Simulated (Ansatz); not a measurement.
Relaxed MgO (rock salt):

```xyz
4
Lattice="0.0000 4.2537 4.2537 2.1269 2.1269 4.2537 2.1269 2.1269 0.0000" Properties=species:S:1:pos:R:3 pbc="T T T"
O      0.0000     0.0000     0.0000
O      2.1269     4.2537     2.1269
Mg     2.1269     2.1269     2.1269
Mg     2.1269     4.2537     4.2537
```

A phonon eigenvector at X = (0.5, 0.5, 0.0) is frozen into this cell: atom i moves by Q times the vector below, so Q is the largest atomic displacement, in Å. The cell is held. (q is in reciprocal vectors of the primitive cell; the cell shown is doubled to hold the pattern.)

```csv
atom,x,y,z
O1,0.000,0.000,-0.138
O2,0.000,0.000,0.138
Mg3,0.000,0.000,1.000
Mg4,0.000,0.000,-1.000
```

All values below come from PBE (plane waves to 420 eV, PAW, scalar-relativistic; Ansatz, a first-principles code). k mesh 13×13×13 (Γ-centred), Fermi-Dirac smearing 0.05 eV. The energy includes the smearing's −TS. MgO was relaxed with its symmetry unable to fall. The zero of ΔE is the undisplaced structure.

| Q (Å) | ΔE (meV/cell) |
|---|---|
| -0.100 | 148.0 |
| -0.067 | 65.0 |
| -0.033 | 16.1 |
| 0.000 | 0.0 |
| 0.033 | 16.1 |
| 0.067 | 65.0 |
| 0.100 | 148.0 |

Problem. Which DFPT wavenumber at X = (0.5, 0.5, 0.0) belongs to this mode?
A. 526 cm⁻¹
B. 280 cm⁻¹
C. 400 cm⁻¹

Solution. C, 400 cm⁻¹. The curvature of the scan gives 400 cm⁻¹

(For displaced atoms, the force is minus the slope of the energy, and its curvature is a force constant, which sets phonon frequencies.)
